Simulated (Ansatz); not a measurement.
Calculated O-17 NMR of the central transition for MgCr2Ag2O8

Cell: a Materials Project structure (computed, not necessarily an observed phase).

```cif
data_structure
_symmetry_space_group_name_H-M 'P 1'
_symmetry_Int_Tables_number 1
_cell_length_a 6.5202
_cell_length_b 5.5560
_cell_length_c 5.5560
_cell_angle_alpha 69.937
_cell_angle_beta 90.000
_cell_angle_gamma 90.000
_cell_volume 189.06
loop_
_atom_site_label
_atom_site_type_symbol
_atom_site_fract_x
_atom_site_fract_y
_atom_site_fract_z
_atom_site_occupancy
Mg1 Mg 0.00000 0.65842 0.65842 1
Cr2 Cr 0.00000 0.36020 0.36020 1
Cr3 Cr 0.50000 0.64169 0.64169 1
Ag4 Ag 0.73816 0.00359 0.00359 1
Ag5 Ag 0.26184 0.00359 0.00359 1
O6 O 0.00000 0.27331 0.68922 1
O7 O 0.50000 0.32640 0.74517 1
O8 O 0.27804 0.74460 0.74460 1
O9 O 0.79693 0.25461 0.25461 1
O10 O 0.72196 0.74460 0.74460 1
O11 O 0.20307 0.25461 0.25461 1
O12 O 0.50000 0.74517 0.32640 1
O13 O 0.00000 0.68922 0.27331 1
```

Atoms are numbered from 1 in the order listed; like atoms form one site, named after its first atom.

Level of theory: DFT, r2SCAN, plane waves and PAW, scalar-relativistic, 500 eV cutoff, Γ-centred 4×5×5 k-points, Fermi–Dirac smearing 0.02 eV (Ansatz 0.2.0).

O-17 has I = 5/2 and Q = -25.58 mb (Pyykkö 2018); at 11.7 T its Larmor frequency is ν₀ = 67.6 MHz. Only the quadrupole interaction is simulated: positions count from each site's isotropic chemical shift, and J coupling is left out, as are shift anisotropy and dipolar coupling, which fast spinning averages.

**Question.** Give C_Q, η, the quadrupolar product P_Q = |C_Q|(1 + η²/3)^½, the second-order isotropic shift and the breadth of the pattern (fast magic-angle spinning) for each O site.

**Answer.** 

```
site                                                      first shell  C_Q (MHz)     η  P_Q (MHz)  δ_QIS (ppm)  breadth (kHz)
  O6   1 Cr at 1.72 Å, 1 Mg at 2.09 Å, angle 90°; also 2 Ag at 2.53 Å      -2.61  0.80       2.87        -10.9           1.66
  O7                              1 Cr at 1.65 Å; also 2 Ag at 2.43 Å       2.69  0.92       3.04        -12.2           1.83
  O8  1 Cr at 1.72 Å, 1 Mg at 1.98 Å, angle 124°; also 1 Ag at 2.36 Å       3.38  0.97       3.88        -19.8           2.94
  O9                              1 Cr at 1.64 Å; also 1 Ag at 2.32 Å       1.88  0.95       2.15        -6.05          0.904
```

δ_QIS = −(ν_Q²/30ν₀²)[I(I+1) − 3/4](1 + η²/3) × 10⁶ ppm with ν_Q = 3|C_Q|/[2I(2I−1)]; it falls as 1/B₀² in ppm, and the breadth as 1/B₀ in kHz.

At this cell the r2SCAN pressure is -6 GPa, so with r2SCAN the cell would shrink if it were relaxed. The entry's cell may itself be off. The largest force is 1.1 eV/Å, so the atoms aren't at the calculated equilibrium and relaxing them would move these values.
